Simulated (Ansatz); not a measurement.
Relaxed-ion elastic tensor of OsN$_{3}$ (ReO3 type, Pm-3m) in GPa (Voigt order), plane-wave PAW PBEsol (Ansatz code); density 7.09 g/cm³, 13.59 Å³ per atom.

```
 600  57.6  57.6   0.0   0.0   0.0
57.6   600  57.6   0.0   0.0   0.0
57.6  57.6   600   0.0   0.0   0.0
 0.0   0.0   0.0  25.3   0.0   0.0
 0.0   0.0   0.0   0.0  25.3   0.0
 0.0   0.0   0.0   0.0   0.0  25.3
```

Q: Is the crystal mechanically stable?

A: Yes: the smallest eigenvalue of C is 25.3 GPa.

Q: Work out the Voigt and Reuss bounds. Is their mean of use?

A: K_V = 238, K_R = 238; G_V = 124, G_R = 39.7 GPa. The bounds lie so far apart that a Hill average or a Debye temperature from it would say little.

The start of the workflow was typed in or built on a structure type; neither database checked (COD, Materials Project) lists it. Whether it is the stable phase at ambient conditions was not checked. The PBEsol relaxation kept the symmetry of its start; its stability against distortions is not shown here. The workflow began spin-polarised and lost its moments. The cell computed holds one magnetic atom, so no antiferromagnetic order was within reach. Its formation energy is positive at this level, so the cell may be metastable or incomplete. As this level gives no gap, shear constants depend on the k-mesh and smearing (Fermi–Dirac, 0.1 eV here). Scalar-relativistic: spin–orbit coupling is off unless named, which matters more the heavier the elements.

Potentials: the later of the program's two PAW sets.
